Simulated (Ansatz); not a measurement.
input.yaml (Ansatz)

```yaml
crystal:
  lattice:
    - [4.5626133709, 0.0, 0.0]
    - [-2.2813066855, 3.9513390869, 0.0]
    - [0.0, 0.0, 14.8924460695]
  atoms:
    - { symbol: Ba, position: [0.0, 1.0, 1.0] }
    - { symbol: Ba, position: [0.0, 1.0, 0.5] }
    - { symbol: Ba, position: [0.3333333333, 0.6666666667, 0.25] }
    - { symbol: Ba, position: [0.6666666667, 0.3333333333, 0.75] }
hamiltonian:
  xc: blyp
  pseudopotentials:
    kind: paw
    azcp:
      Ba: "pseudopotentials/Ba.paw.azcp"
basis:
  ecutwfc: 420
  fft_grid_basis: typed
kpoints:
  mp_grid: { grid: [11, 11, 3], shift: [0, 0, 0] }
magnetization:
  spin_polarized: false
scf:
  occupations: { method: fermi_dirac, width: 0.1 }
output:
  write_density: true
  write_potential: true
  elf: true
  volumetric_format: npy
```

Output

```
Engine: ansatz 0.2.0, aarch64-unknown-linux-gnu
Pseudopotentials: kind: paw
Pseudopotential: Ba, paw, valence charge 10, recommended cutoff 420 eV (normal) 
Functional definition: BLYP
  parameter beta = 0.0042
  parameter a = 0.04918
  parameter b = 0.132
  parameter c = 0.2533
  parameter d = 0.349
  exchange = b88_x(beta = beta)
  correlation = lyp_c(a = a, b = b, c = c, d = d)
Crystal: 4 atoms, lattice volume = 268.487 Å³
Basis set: ecut = 420 eV, 5251 PW (Γ), exchange–correlation on 64×64×200 points (8 copies of the dense FFT grid, shifted against one another)
Bands: 24, of which v1, the nominal top of the filled ones, is band 20 counted from 1 (19 counted from 0)
Symmetry: 24 space group operations
Space group: P63/mmc (ITA 194), of the structure as read, at distance tolerance 6.5e-5 Å
k-points: 32 of 363
Non-local potential: Ba, projectors of the file, l = 0: 3, l = 1: 2, l = 2: 2, l = 3: 2
PAW form: soft (Blöchl's): semilocal exchange-correlation on the pseudo side does not see the compensation charge
PAW frozen core: Ba, regenerated for the run's functional, and the local potential with it (the file was generated under x = pbe(κ = 0.804, μ = 0.2195149727645171), c = pbe(β = 0.06672455060314922))
PAW one-centre angular grid: Ba, 194 points (default); XC on 64 Gauss nodes
Initial density: superposition of atomic densities (neutral atoms: chi_scale 0, normalization atom), corrected by the library's trained network
Initial wavefunctions: pseudopotential atomic-orbital guess
Functional: x = b88, c = lyp
SCF iter   1: F=—  HF=-23873.247185 eV  |F-HF|=—  |Δ(HF+E_count)|=         —  Δρ=1.81e-3  dr2=7.83e-3  ethr=1.77e-3  ⟨swp⟩=9.0  Hψ=9252  notcnv=0
automatic band count: the SCF goes on with 28 bands, as 24 were too few: the levels above may hold too much charge
SCF iter   2: F=—  HF=-23873.249062 eV  |F-HF|=—  |Δ(HF+E_count)|=   1.88e-3  Δρ=1.05e-3  dr2=3.26e-3  ethr=1.96e-5  ⟨swp⟩=2.1  Hψ=1799  notcnv=0
SCF iter   3: F=—  HF=-23873.251237 eV  |F-HF|=—  |Δ(HF+E_count)|=   2.17e-3  Δρ=2.85e-4  dr2=3.68e-4  ethr=8.14e-6  ⟨swp⟩=2.8  Hψ=1634  notcnv=0
SCF iter   4: F=—  HF=-23873.251668 eV  |F-HF|=—  |Δ(HF+E_count)|=   4.31e-4  Δρ=8.06e-5  dr2=2.77e-5  ethr=9.19e-7  ⟨swp⟩=2.9  Hψ=1713  notcnv=0
SCF iter   5: F=—  HF=-23873.251723 eV  |F-HF|=—  |Δ(HF+E_count)|=   5.49e-5  Δρ=2.29e-5  dr2=2.70e-6  ethr=6.93e-8  ⟨swp⟩=3.0  Hψ=1602  notcnv=0
SCF iter   6: F=—  HF=-23873.251726 eV  |F-HF|=—  |Δ(HF+E_count)|=   2.47e-6  Δρ=9.10e-6  dr2=4.41e-7  ethr=6.74e-9  ⟨swp⟩=2.0  Hψ=1146  notcnv=0
SCF iter   7: F=-23873.251726 eV  HF=-23873.251726 eV  |F-HF|=1.99e-8  |Δ(HF+E_count)|=   1.24e-7  Δρ=2.61e-6  dr2=2.54e-8  ethr=2.50e-10  ⟨swp⟩=6.2  Hψ=3581  notcnv=0
SCF 1 converged in 7 iterations: F = -23873.251726 eV  dr2 = 2.54e-8
SCF converged after 7 iterations
Free energy (F): -23873.251726 eV
Harris-Foulkes:  -23873.251726 eV  (|F-HF|=1.99e-8)
Internal energy: -23873.010965 eV  (E = F + TS)
E sigma→0 (E₀):  -23873.131346 eV
Entropy (-TS):   -0.240761 eV (-60.190 meV/atom)
Fermi energy:    5.874590 eV
--- Per-component energies (eV) ---
  E_band       = -346.278400
  E_kinetic    = 664.017543
  E_local      = -1577.180047  (includes V_loc(G=0)·N_el)
  E_nonlocal   = 230.214092
  E_hartree    = 500.430395
  E_xc         = -654.140335
  E_vxc        = -519.080863  (∫ρ·V_xc dr)
  E_paw        = -20989.955957  (= ΣΔE_a)
  E_vpaw       = -145.112499  (= ΣTr[D̂ρ^β])
  E_aug_tail   = -0.000007  (compensation charges beyond the density's cutoff)
  E_ewald      = -2046.718305
  E_core_change = 0.321656  (= ΣΔE_core)
  E_smearing   = -0.240761  (= −TS)
  E_closure    = 0.000000  (closes the sum)
  Σ components = -23873.251726   (vs F -23873.251726, Δ=0.00e0)
--- Band table (eV; the first three rows and the last of 32) ---
  k-point 0: bands = ["-23.2672", "-23.2529", "-23.2516", "-23.2372", "-8.6034", "-8.4249", "-8.4225", "-8.2843", "-8.2843", "-8.2612", "-8.2612", "-8.2576", "-8.2576", "-8.2343", "-8.2343", "-8.2329", "3.1862", "4.0851", "4.0904", "4.9418", "6.7737", "6.8073", "6.9029", "7.3608", "7.3608", "7.4113", "7.4113", "7.4593"]
  k-point 1: bands = ["-23.2652", "-23.2598", "-23.2447", "-23.2393", "-8.5799", "-8.5148", "-8.3298", "-8.2810", "-8.2810", "-8.2720", "-8.2720", "-8.2592", "-8.2468", "-8.2468", "-8.2376", "-8.2376", "3.3011", "3.6248", "4.5550", "4.8547", "6.6836", "6.7921", "7.0552", "7.3343", "7.3992", "7.3992", "7.4392", "7.4392"]
  k-point 2: bands = ["-23.2651", "-23.2514", "-23.2500", "-23.2362", "-8.5937", "-8.4277", "-8.4254", "-8.3069", "-8.2915", "-8.2780", "-8.2751", "-8.2666", "-8.2630", "-8.2576", "-8.2378", "-8.2365", "3.3075", "4.1941", "4.1994", "5.0670", "6.6881", "6.7505", "6.7776", "7.1864", "7.2864", "7.3247", "7.4590", "7.4920"]
  k-point 31: bands = ["-23.2317", "-23.2312", "-23.2292", "-23.2287", "-8.5320", "-8.5294", "-8.5097", "-8.4962", "-8.4585", "-8.4534", "-8.4286", "-8.4077", "-8.3549", "-8.3324", "-8.3211", "-8.3106", "5.7348", "5.7460", "5.8561", "5.8631", "6.0871", "6.1299", "6.1769", "6.1914", "6.6997", "6.7265", "6.8607", "6.8896"]
```
